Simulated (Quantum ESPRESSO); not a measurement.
# ScTiAl4RuRe: one run as intended and one with a planted mistake

A calculation, not a measurement. The program is pw.x of Quantum ESPRESSO 7.5 (plane-wave density functional theory). The cell is made up: eight metal atoms on a face-centred cubic lattice, with elements, volume, strain and displacements drawn at random and not relaxed, so it may be unstable or far from any real phase. PseudoDojo standard norm-conserving files set the functional (PBE unless stated); there is no spin polarisation or spin-orbit coupling, the Fermi-Dirac width of 0.25 eV means electrons at about 2900 K, and the masses in the input are unused placeholders. Heavy elements are run without spin-orbit coupling, which real alloys of them have. A spin test at this wide smearing found no moment, but such smearing suppresses magnetism that the real alloy may have.

Intended input:

```
&control calculation='scf', pseudo_dir='./dojo.nc.sr.pbe.v0_5.standard.upf', outdir='./o', disk_io='minimal', tprnfor=.true., tstress=.true. /
&system ibrav=0, nat=8, ntyp=5, nbnd=46, ecutwfc=84.00895049, nosym=.true., tot_charge=0,
 occupations='smearing', smearing='fd', degauss=0.0183746611
/
&electrons conv_thr=1.470e-08, electron_maxstep=70, mixing_beta=0.5 /
ATOMIC_SPECIES
Al 1.0 Al.upf
Re 1.0 Re.upf
Ru 1.0 Ru.upf
Sc 1.0 Sc.upf
Ti 1.0 Ti.upf
CELL_PARAMETERS angstrom
2.0628 4.1933 2.1147
2.0676 -4.1771 2.0775
2.1126 -0.0291 -6.3358
ATOMIC_POSITIONS angstrom
Sc 0.0583 0.01 -0.0924
Ti 2.1656 -2.1394 0.0123
Al 2.0862 -0.0916 -2.1191
Ru 4.2441 -2.2338 -2.2378
Al 2.0482 -0.0273 1.9846
Al 2.1344 2.1585 0.0708
Re 4.0575 0.0339 0.012
Al 4.1056 2.1241 -2.0777
K_POINTS automatic
5 5 4 1 1 1
```

The log is shortened where brackets say so; the opening notice, blank lines, dates and the lines on written files are dropped, and the path of the files is cut. It prints rydbergs, bohrs and kilobars, and counts compression as positive stress. Its total energy is the free energy E - TS of the whole cell.

Log of the intended run:

```
     Program PWSCF v.7.5
     Parallel version (MPI & OpenMP), running on       4 processor cores
     Number of MPI processes:                 4
     Threads/MPI process:                     1
     [start-up lines left out]
     bravais-lattice index     =            0
     lattice parameter (alat)  =       9.6932  a.u.
     unit-cell volume          =     989.2194 (a.u.)^3
     number of atoms/cell      =            8
     number of atomic types    =            5
     number of electrons       =        66.00
     number of Kohn-Sham states=           46
     kinetic-energy cutoff     =      84.0090  Ry
     charge density cutoff     =     336.0358  Ry
     scf convergence threshold =      1.5E-08
     mixing beta               =       0.5000
     number of iterations used =            8  plain     mixing
     Exchange-correlation= PBE
                           (   1   4   3   4   0   0   0)
     [axes and pseudopotential details left out]
   Cartesian axes
     site n.     atom                  positions (alat units)
         1        Sc     tau(   1) = (   0.0113658   0.0019495  -0.0180138  )
         2        Ti     tau(   2) = (   0.4221927  -0.4170849   0.0023979  )
         3        Al     tau(   3) = (   0.4067133  -0.0178578  -0.4131273  )
         4        Ru     tau(   4) = (   0.8274048  -0.4354885  -0.4362684  )
         5        Al     tau(   5) = (   0.3993050  -0.0053222   0.3869060  )
         6        Al     tau(   6) = (   0.4161101   0.4208085   0.0138028  )
         7        Re     tau(   7) = (   0.7910264   0.0066089   0.0023394  )
         8        Al     tau(   8) = (   0.8004037   0.4141021  -0.4050562  )
     number of k points=    50  Fermi-Dirac smearing, width (Ry)=  0.0184
                       cart. coord. in units 2pi/alat
        k(    1) = (   0.2623130   0.0002115  -0.0137347), wk =   0.0400000
        k(    2) = (   0.4157967   0.0009716  -0.1649587), wk =   0.0400000
     [further k points left out]
     Dense  grid:   102889 G-vectors     FFT dimensions: (  60,  60,  75)
     Estimated max dynamical RAM per process >     285.56 MB
     Estimated total dynamical RAM >       1.04 GB
     Initial potential from superposition of free atoms
     starting charge      65.9849, renormalised to      66.0000
     Starting wfcs are   56 randomized atomic wfcs
     total cpu time spent up to now is        8.6 secs
     per-process dynamical memory:   211.7 Mb
     Self-consistent Calculation
     iteration #  1     ecut=    84.01 Ry     beta= 0.50
     Davidson diagonalization with overlap
     ethr =  1.00E-02,  avg # of iterations =  2.5
     total cpu time spent up to now is       25.0 secs
     total energy              =    -608.88124619 Ry
     estimated scf accuracy    <       1.61448302 Ry
     iteration #  2     ecut=    84.01 Ry     beta= 0.50
     Davidson diagonalization with overlap
     ethr =  2.45E-03,  avg # of iterations =  3.4
     total cpu time spent up to now is       44.3 secs
     total energy              =    -609.22568139 Ry
     estimated scf accuracy    <      12.66894823 Ry
     [iterations 3 to 16 left out]
     iteration # 17     ecut=    84.01 Ry     beta= 0.50
     Davidson diagonalization with overlap
     ethr =  2.32E-10,  avg # of iterations =  1.9
     total cpu time spent up to now is      317.9 secs
     total energy              =    -609.88051593 Ry
     estimated scf accuracy    <       0.00000002 Ry
     iteration # 18     ecut=    84.01 Ry     beta= 0.50
     Davidson diagonalization with overlap
     ethr =  2.93E-11,  avg # of iterations =  5.2
     total cpu time spent up to now is      340.6 secs
     End of self-consistent calculation
     [lines on levels left out]
!    total energy              =    -609.88051593 Ry
     estimated scf accuracy    <          9.0E-09 Ry
     smearing contrib. (-TS)   =      -0.11067668 Ry
     internal energy E=F+TS    =    -609.76983926 Ry
     The total energy is F=E-TS. E is the sum of the following terms:
     one-electron contribution =    -282.00804018 Ry
     hartree contribution      =     161.73931287 Ry
     xc contribution           =    -110.56731962 Ry
     ewald contribution        =    -378.93379233 Ry
     convergence has been achieved in  18 iterations
     Forces acting on atoms (cartesian axes, Ry/au):
     atom    1 type  4   force =    -0.03612396   -0.00491178    0.04828986
     atom    2 type  5   force =     0.01665010    0.01830654   -0.04390368
     atom    3 type  1   force =     0.03274990    0.01084713   -0.01459411
     atom    4 type  3   force =     0.00070287    0.00594131   -0.00314757
     atom    5 type  1   force =     0.00928777    0.00528529    0.01171225
     atom    6 type  1   force =    -0.00354762   -0.01817019   -0.02115482
     atom    7 type  2   force =    -0.00703025   -0.00669057    0.02511284
     atom    8 type  1   force =    -0.01268882   -0.01060772   -0.00231477
     Total force =     0.098464     Total SCF correction =     0.000071
     Computing stress (Cartesian axis) and pressure
          total   stress  (Ry/bohr**3)                   (kbar)     P=     -141.14
  -0.00112585   0.00000037  -0.00005692         -165.62        0.05       -8.37
   0.00000037  -0.00074566   0.00007571            0.05     -109.69       11.14
  -0.00005692   0.00007571  -0.00100678           -8.37       11.14     -148.10
     init_run     :      7.41s CPU      7.76s WALL (       1 calls)
     electrons    :    331.10s CPU    332.08s WALL (       1 calls)
     forces       :      3.09s CPU      3.09s WALL (       1 calls)
     stress       :     10.94s CPU     10.94s WALL (       1 calls)
     [timing details left out]
     PWSCF        :   5m53.39s CPU   5m54.77s WALL
     JOB DONE.
```

A second run has one planted mistake: the files are those of another functional. The input lines that differ:

```
- &control calculation='scf', pseudo_dir='./dojo.nc.sr.pbe.v0_5.standard.upf', outdir='./o', disk_io='minimal', tprnfor=.true., tstress=.true. /
+ &control calculation='scf', pseudo_dir='./dojo.nc.sr.pbesol.v0_4_1.standard.upf', outdir='./o', disk_io='minimal', tprnfor=.true., tstress=.true. /
```

Its log:

```
     Program PWSCF v.7.5
     Parallel version (MPI & OpenMP), running on       4 processor cores
     Number of MPI processes:                 4
     Threads/MPI process:                     1
     [start-up lines left out]
     bravais-lattice index     =            0
     lattice parameter (alat)  =       9.6932  a.u.
     unit-cell volume          =     989.2194 (a.u.)^3
     number of atoms/cell      =            8
     number of atomic types    =            5
     number of electrons       =        66.00
     number of Kohn-Sham states=           46
     kinetic-energy cutoff     =      84.0090  Ry
     charge density cutoff     =     336.0358  Ry
     scf convergence threshold =      1.5E-08
     mixing beta               =       0.5000
     number of iterations used =            8  plain     mixing
     Exchange-correlation= PBESOL
                           (   1   4  10   8   0   0   0)
     [axes and pseudopotential details left out]
   Cartesian axes
     site n.     atom                  positions (alat units)
         1        Sc     tau(   1) = (   0.0113658   0.0019495  -0.0180138  )
         2        Ti     tau(   2) = (   0.4221927  -0.4170849   0.0023979  )
         3        Al     tau(   3) = (   0.4067133  -0.0178578  -0.4131273  )
         4        Ru     tau(   4) = (   0.8274048  -0.4354885  -0.4362684  )
         5        Al     tau(   5) = (   0.3993050  -0.0053222   0.3869060  )
         6        Al     tau(   6) = (   0.4161101   0.4208085   0.0138028  )
         7        Re     tau(   7) = (   0.7910264   0.0066089   0.0023394  )
         8        Al     tau(   8) = (   0.8004037   0.4141021  -0.4050562  )
     number of k points=    50  Fermi-Dirac smearing, width (Ry)=  0.0184
                       cart. coord. in units 2pi/alat
        k(    1) = (   0.2623130   0.0002115  -0.0137347), wk =   0.0400000
        k(    2) = (   0.4157967   0.0009716  -0.1649587), wk =   0.0400000
     [further k points left out]
     Dense  grid:   102889 G-vectors     FFT dimensions: (  60,  60,  75)
     Estimated max dynamical RAM per process >     285.56 MB
     Estimated total dynamical RAM >       1.04 GB
     Initial potential from superposition of free atoms
     starting charge      65.9857, renormalised to      66.0000
     Starting wfcs are   56 randomized atomic wfcs
     total cpu time spent up to now is        8.0 secs
     per-process dynamical memory:   213.3 Mb
     Self-consistent Calculation
     iteration #  1     ecut=    84.01 Ry     beta= 0.50
     Davidson diagonalization with overlap
     ethr =  1.00E-02,  avg # of iterations =  2.4
     total cpu time spent up to now is       23.9 secs
     total energy              =    -608.43405556 Ry
     estimated scf accuracy    <       1.69214573 Ry
     iteration #  2     ecut=    84.01 Ry     beta= 0.50
     Davidson diagonalization with overlap
     ethr =  2.56E-03,  avg # of iterations =  3.4
     total cpu time spent up to now is       41.8 secs
     total energy              =    -608.80728906 Ry
     estimated scf accuracy    <      13.01078224 Ry
     [iterations 3 to 15 left out]
     iteration # 16     ecut=    84.01 Ry     beta= 0.50
     Davidson diagonalization with overlap
     ethr =  4.03E-10,  avg # of iterations =  4.1
     total cpu time spent up to now is      257.7 secs
     total energy              =    -609.47967989 Ry
     estimated scf accuracy    <       0.00000012 Ry
     iteration # 17     ecut=    84.01 Ry     beta= 0.50
     Davidson diagonalization with overlap
     ethr =  1.75E-10,  avg # of iterations =  2.0
     total cpu time spent up to now is      271.0 secs
     End of self-consistent calculation
     [lines on levels left out]
!    total energy              =    -609.47967989 Ry
     estimated scf accuracy    <          7.3E-09 Ry
     smearing contrib. (-TS)   =      -0.11083591 Ry
     internal energy E=F+TS    =    -609.36884398 Ry
     The total energy is F=E-TS. E is the sum of the following terms:
     one-electron contribution =    -282.29399057 Ry
     hartree contribution      =     161.59909036 Ry
     xc contribution           =    -109.74015144 Ry
     ewald contribution        =    -378.93379233 Ry
     convergence has been achieved in  17 iterations
     Forces acting on atoms (cartesian axes, Ry/au):
     atom    1 type  4   force =    -0.03664674   -0.00419388    0.04942871
     atom    2 type  5   force =     0.01886683    0.01826946   -0.04579863
     atom    3 type  1   force =     0.03257534    0.01112360   -0.01420086
     atom    4 type  3   force =    -0.00088391    0.00438822   -0.00300710
     atom    5 type  1   force =     0.00961294    0.00569297    0.01049820
     atom    6 type  1   force =    -0.00434847   -0.01842543   -0.02006600
     atom    7 type  2   force =    -0.00640594   -0.00607743    0.02546846
     atom    8 type  1   force =    -0.01277005   -0.01077751   -0.00232278
     Total force =     0.100070     Total SCF correction =     0.000065
     Computing stress (Cartesian axis) and pressure
          total   stress  (Ry/bohr**3)                   (kbar)     P=     -171.90
  -0.00133269  -0.00000217  -0.00005552         -196.05       -0.32       -8.17
  -0.00000217  -0.00095864   0.00007369           -0.32     -141.02       10.84
  -0.00005552   0.00007369  -0.00121442           -8.17       10.84     -178.65
     init_run     :      7.02s CPU      7.32s WALL (       1 calls)
     electrons    :    262.40s CPU    263.10s WALL (       1 calls)
     forces       :      2.75s CPU      2.85s WALL (       1 calls)
     stress       :      9.17s CPU      9.26s WALL (       1 calls)
     [timing details left out]
     PWSCF        :   4m41.99s CPU   4m43.25s WALL
     JOB DONE.
```

|  | intended run | run with the mistake |
| --- | --- | --- |
| free energy (eV) | -8297.847 | -8292.393 |
| entropy term -TS, part of it (eV) | -1.506 | -1.508 |
| pressure (GPa) | -14.11 | -17.19 |
| size of the largest force component (eV/Å) | 1.242 | 1.271 |
| largest change of a force component (eV/Å) |  | 0.057 |
| iterations | 18 | 17 |

For scale, a rerun of the intended cell at a higher cutoff and on a denser mesh moved values by no more than 0.004 eV in energy, 0.02 GPa in stress and 0.004 eV/Å in force, and a second program with other atomic files agreed on that cell to 2 % rms in force and 0.5 GPa in pressure. Files of another functional or element have another zero of energy, so the energy change says nothing on stability.